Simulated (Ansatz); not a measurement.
MgO (wurtzite, space group No. 186), LDA in the plane-wave PAW code Ansatz. The conduction-band minimum lies at Γ, with 1 equivalent valley. Second derivatives d²E/dk² of the lowest band at one valley (eV·Å²), along Cartesian directions:

```tsv
direction	d²E/dk²
[100]	21.72
[010]	21.72
[001]	22.35
[110]	21.72
[101]	22.03
[011]	22.03
```

Task: Find the principal effective masses, the density-of-states mass and the conductivity mass.

Result: Off-diagonal terms follow from H_xy = H[110] − (H_xx + H_yy)/2, and m*/mₑ = 7.620 eV·Å² over each eigenvalue: 0.34, 0.35, 0.35. One valley's DOS mass (m₁m₂m₃)^(1/3) = 0.35, conductivity mass 3/(Σ 1/mᵢ) = 0.35 mₑ.

Task: What effective density of states Nc follows at 300 K for parabolic valleys?

Result: Nc = 2.509e19 × 1 × (0.35)^(3/2) ≈ 5.2e18 cm⁻³.

Task: With the computed static dielectric constant 6.02 (mean of the diagonal), estimate a hydrogenic donor's binding energy and radius.

Result: E = 13.606 eV × 0.35/6.02² ≈ 130 meV; a = 0.529 Å × ε/m* ≈ 9.1 Å. Semilocal masses tend to be too small where the gap is.

Space group P6_3mc (wurtzite). The workflow started from a Materials Project entry (that database holds measured and hypothetical structures alike); the Crystallography Open Database copy checked does not list it. It is not the phase usual at ambient conditions (space group No. 225). The LDA relaxation kept the symmetry of its start; phonons on a q-mesh show no instability.

Potentials: the earlier of the program's two PAW sets.
